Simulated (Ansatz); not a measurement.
The relaxed structure here is a generated cell of SiW: the first start was made by placing the elements on the sites of a structure type, and the end was not matched to a known phase here, so it may be hypothetical.

The start is a generated cell, SiW built in the AFLOW prototype AB_hP12_194_df_ce (B18, as in CuS). A full variable-cell relaxation at zero pressure is run with r2SCAN (plane waves to 500 eV, PAW, scalar-relativistic; Ansatz, a program for electronic structure). The first steps use a 8×8×2 k-mesh.

Starting cell:
```
SiW
1.0
    3.86703     0.00000     0.00000
   -1.93351     3.34894     0.00000
    0.00000     0.00000    15.93300
Si W
6 6
Direct
  0.33333   0.66667   0.75000
  0.66667   0.33333   0.25000
  0.33333   0.66667   0.10724
  0.66667   0.33333   0.60724
  0.66667   0.33333   0.89276
  0.33333   0.66667   0.39276
  0.33333   0.66667   0.25000
  0.66667   0.33333   0.75000
  0.00000   0.00000   0.06370
  0.00000   0.00000   0.56370
  0.00000   0.00000   0.93630
  0.00000   0.00000   0.43630
```

### Question
By how much does the energy per atom fall from start to end?

### Answer
About 1.7 eV/atom.

### Question
What band gap does the relaxed structure have at this level?

### Answer
Zero (metallic).

### Question
What does it relax into? Give the structure.

### Answer

Space group P6₃/mmc (No. 194); a = b = 4.3337 Å, c = 10.7315 Å, α = β = 90.00°, γ = 120.00°

| atom | site | symmetry | x | y | z |
|---|---|---|---|---|---|
| Si | 2d | -6m2 | 0.6667 | 0.3333 | 0.2500 |
| Si | 4f | 3m. | 0.3333 | 0.6667 | 0.0202 |
| W | 2c | -6m2 | 0.3333 | 0.6667 | 0.2500 |
| W | 4e | 3m. | 0.0000 | 0.0000 | 0.1217 |

The space group stays P6₃/mmc (No. 194) (the run could not lower it), with 12 atoms in the primitive cell. Final values are on a 10×10×4 k-mesh of the relaxed cell. The start holds a very short contact (W–W 2.03 Å). No spin polarisation in the result.

The run could not lose the symmetry of its start, so the end can be a saddle point.
